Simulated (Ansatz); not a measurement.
**Convergence test, Ti5Si**

These are results of DFT PBEsol, scalar-relativistic, plane waves, PAW (Ansatz 0.2.0), not measurements.

```
Ti Si
1.0
     2.58814    1.46323    4.44831
    -2.52308    1.45045    4.41554
     0.02146   -2.87975    4.42080
Ti Si
5 1
Direct
  0.15362 0.17983 0.14744
  0.60261 0.38874 0.02933
  0.96686 0.62945 0.40082
  0.82658 0.85223 0.84679
  0.40156 0.97777 0.62105
  0.51507 0.49905 0.48304
```

| Item | Value |
| --- | --- |
| plane-wave cutoff | 420 eV |
| occupation rule | Gaussian smearing, 0.1 eV |
| spin treatment | unpolarised |

The atoms stay fixed while the k-point mesh is varied. ΔE is the energy extrapolated to zero smearing, less that of the reference run (8×8×8). The cell was strained and its atoms displaced at random, so that forces don't vanish. The meshes are Γ-centred. Pressure is positive in compression.

Times are rough; the reference took 84 s on 1 thread of Arm Neoverse V2 (shared host), peak memory 0.88 GiB.

(1) One run gave ΔE = 596 meV/atom and P = 0.03 GPa. Which k-point mesh did it use, of 1×1×1, 2×2×2, 4×4×4, 6×6×6?

Answers

(1) 1×1×1. All runs:

```csv
mesh,ΔE (meV/atom),P (GPa),largest change of a force component (eV/Å),irreducible points,wall time (s)
1×1×1,596,0.03,1.042,1,0.98
2×2×2,-2.71,-2.22,0.215,8,2
4×4×4,-1.90,-2.89,0.035,36,11
6×6×6,-0.13,-2.85,0.014,112,35
8×8×8,0.00,-2.85,0.000,260,84
```

6 further runs of this set didn't finish or converge.